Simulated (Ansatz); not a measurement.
## Gd (Im-3m): couplings from the magnetic force theorem

```xyz
4
Lattice="0.0000 -4.0500 4.0500 4.0500 0.0000 0.0000 2.0250 2.0250 6.0750" Properties=species:S:1:pos:R:3 pbc="T T T"
Gd    0.0000    0.0000    0.0000
Gd    2.0250   -2.0250    2.0250
Gd    2.0250   -2.0250    6.0750
Gd    4.0500    0.0000    4.0500
```

Geometry: a structure as deposited in COD, repeated to hold the magnetic orders; nothing is relaxed.

Functional, mesh and filling: LDA, 8×8×8 k mesh, Fermi–Dirac smearing of 0.025 eV. PAW means Ansatz 0.2.0 on its default frozen-core files. Site moments are integrated in spheres about the atoms. Start moments (μB): Gd1 7.1, Gd2 -7.1, Gd3 7.1, Gd4 -7.1.

Site moments (μB): Gd1 7.13, Gd2 -7.13, Gd3 7.13, Gd4 -7.13. Cell moment 0.00 μB.

Couplings come from the force theorem (directions of the magnetic atoms constrained, all else relaxed) on a 8×8×8 mesh, with E = −Σ J e_i·e_j over ordered pairs of unit vectors, so positive J favours parallel moments.

```
                   pair  count  J PAW (meV)
Gd1–Gd at 3.51 Å, set 1      4        +1.81
Gd1–Gd at 3.51 Å, set 2      2        +3.59
Gd1–Gd at 3.51 Å, set 3      2        +3.21
Gd1–Gd at 4.05 Å, set 1      2        +1.03
Gd1–Gd at 4.05 Å, set 2      2        +2.25
Gd1–Gd at 4.05 Å, set 3      2        +3.68
Gd1–Gd at 5.73 Å, set 1      2        +1.22
Gd1–Gd at 5.73 Å, set 2      2        +0.83
Gd1–Gd at 5.73 Å, set 3      4        +0.67
Gd1–Gd at 5.73 Å, set 4      4        +1.03
Gd1–Gd at 6.72 Å, set 1      8        +0.61
Gd1–Gd at 6.72 Å, set 2      4        +0.19
Gd1–Gd at 6.72 Å, set 3      4        +0.07
Gd1–Gd at 6.72 Å, set 4      2        +0.27
Gd1–Gd at 6.72 Å, set 5      4        +0.25
Gd1–Gd at 6.72 Å, set 6      2        +0.30
```

Pairs at one distance with different couplings are listed as sets.

The program reports that this state isn't the lowest of its own couplings. The gain of the softest rotation is smaller than what its band sum leaves out of a whole turn, though, so more bands could change its sign.

The couplings come from one mesh, and their convergence in k wasn't tested.

The PAW files were made with PBE; the program remakes their cores once for the run's functional and then keeps them frozen. Without U a semilocal functional puts the f levels too near the Fermi level, which can change moments and the order of magnetic states; site and cell moments are spin moments. The Ansatz runs typed with the search for lower states off end where their start leads. Spin–orbit coupling is left out although heavy atoms are present. With open f shells a run can end in a state that isn't the lowest. None of this fixes the real material's magnetic order: only patterns that fit the cell were computed, at zero temperature, with a functional that can overstate moments.
